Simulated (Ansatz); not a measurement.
Data:

V5Si3:
```xyz
16
Lattice="-4.6747 4.6747 2.3489 4.6747 -4.6747 2.3489 4.6747 4.6747 -2.3489" Properties=species:S:1:pos:R:3 pbc="T T T"
V      0.6973     7.2490     0.0000
V      3.9774    -2.5744     2.3489
V      2.1003     0.6973     0.0000
V      2.5744     3.9774     2.3489
V      0.6973     2.1003     2.3489
V      3.9774     2.5744     0.0000
V      2.1003    -0.6973     2.3489
V      2.5744     5.3719     0.0000
V      4.6747     0.0000     1.1744
V      0.0000     4.6747     1.1744
Si     6.2254     1.5507     0.0000
Si    -1.5507     3.1239     2.3489
Si     3.1239     1.5507     2.3489
Si     1.5507     3.1239     0.0000
Si     0.0000     0.0000     3.5233
Si     0.0000     0.0000     1.1744
```

This is the r²SCAN-relaxed structure.

All from the program Ansatz at the r²SCAN level (PAW), unless another level is named. Give the electronic character.

metallic (no gap).

Predict the formation energy from the elements (no fitted shifts).

-0.62 eV/atom.

And the density of states at the Fermi level?

0.56 states/eV per atom (mean over ±0.08 eV).

Space group I4/mcm. The first step of the workflow began from a Materials Project structure, measured or hypothetical; the Crystallography Open Database files this formula in space group No. 140, but the cells were not matched. Whether it is the stable phase at ambient conditions was not checked. The cell was relaxed with r²SCAN under the symmetry of its start; its stability against distortions is not shown here. No spin polarisation was allowed. The references are the lowest solids computed at this level, not always the standard phases.

Potentials: the later of the program's two PAW sets.
